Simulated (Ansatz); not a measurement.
# Si3N4, one structure, two calculations

Cell: an entry of the Crystallography Open Database (COD; perhaps a calculated or model structure), its atoms then relaxed with PBE in this cell.

```cif
data_Si3N4
_symmetry_space_group_name_H-M 'P6_3/m'
_symmetry_Int_Tables_number 176
_cell_length_a 7.6044
_cell_length_b 7.6044
_cell_length_c 2.9063
_cell_angle_alpha 90.000
_cell_angle_beta 90.000
_cell_angle_gamma 120.000
loop_
_atom_site_label
_atom_site_type_symbol
_atom_site_symmetry_multiplicity
_atom_site_Wyckoff_symbol
_atom_site_fract_x
_atom_site_fract_y
_atom_site_fract_z
Si Si 6 h 0.7680 0.1741 0.2500
N7 N 6 h 0.0300 0.3299 0.2500
N13 N 2 d 0.6667 0.3333 0.2500
```

One atom of each set is listed.

First run. All values are calculated (Ansatz; DFT, PBE, plane waves and PAW, scalar-relativistic, 420 eV cutoff, Γ-centred 4×4×10 k-points, Fermi–Dirac smearing 0.02 eV), not measured.

| site | V_zz (10²¹ V/m²) | η |
| --- | --- | --- |
| Si | 0.97 | 0.42 |
| N7 | -4.94 | 0.07 |
| N13 | -4.89 | 0.00 |

Second run. The same atoms and settings, except that the functional is r2SCAN and the cutoff is 500 eV.

Task: What does the second run give?

Result: 

| site | V_zz | η | change of V_zz |
| --- | --- | --- | --- |
| Si | 0.97 | 0.40 | 0.00 |
| N7 | -4.92 | 0.08 | +0.02 |
| N13 | -4.96 | 0.00 | -0.07 |

The largest change of V_zz is on N13, from -4.89 to -4.96. In per cent, |V_zz| changes by 0 on Si, 0 to +1 on N (all sites that start above 0.5).

For the first run: At this cell the PBE pressure is 6 GPa, so with PBE the cell would grow if it were relaxed.
